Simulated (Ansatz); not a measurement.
GeRh (CsCl type, Pm-3m) under volume change, r²SCAN in the plane-wave PAW code Ansatz, scaled uniformly.

```csv
V (Å³/atom),E − E(relaxed) (meV/atom),P (GPa)
12.866,86.4,23.70
13.290,36.1,14.50
13.714,8.5,6.60
14.138,0.0,0.00
14.562,7.4,-5.35
14.987,27.4,-9.63
15.411,57.9,-13.33
```

### Question
What does a third-order Birch–Murnaghan fit give for V₀, B₀ and B′?

### Answer
V₀ = 14.14 Å³/atom, B₀ = 195 GPa, B′ = 5.3.

A made-up cell: these elements were put on the sites of a structure type; neither database checked (COD, Materials Project) lists it. COD files the formula under space group No. 62, so this cell is another polymorph or a model. Whether it is the stable phase at ambient conditions was not checked. The cell was relaxed with r²SCAN under the symmetry of its start. At this level the phase is mechanically unstable. No spin polarisation was allowed.

Potentials: the later of the program's two PAW sets.
